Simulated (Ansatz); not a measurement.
In PBEsol in the plane-wave PAW code Ansatz, SiB₂W₂ in the orthorhombic phase (Cmmm; Si on 2a, W on 4j, B on 4i) relaxes to a = 3.048 Å, b = 11.179 Å, c = 3.118 Å. Against the elements it lies at -0.24 eV/atom, with no fitted shifts.

Electronic character: metallic (no gap).

The bulk modulus is 295 GPa.

The start of the workflow was typed in or built on a structure type; neither database checked (COD, Materials Project) lists it. Its standing as an ambient phase is unchecked. Symmetry was held in the PBEsol relaxation; whether a distortion lowers the energy is not shown. No spin polarisation was allowed. The references are the lowest solids computed at this level, not always the standard phases. Scalar-relativistic: spin–orbit coupling is off unless named, which matters more the heavier the elements.

Potentials: the earlier of the program's two PAW sets. The files were generated under PBE; for other functionals the program regenerates the frozen cores, and for LDA and PBEsol the local potential too.
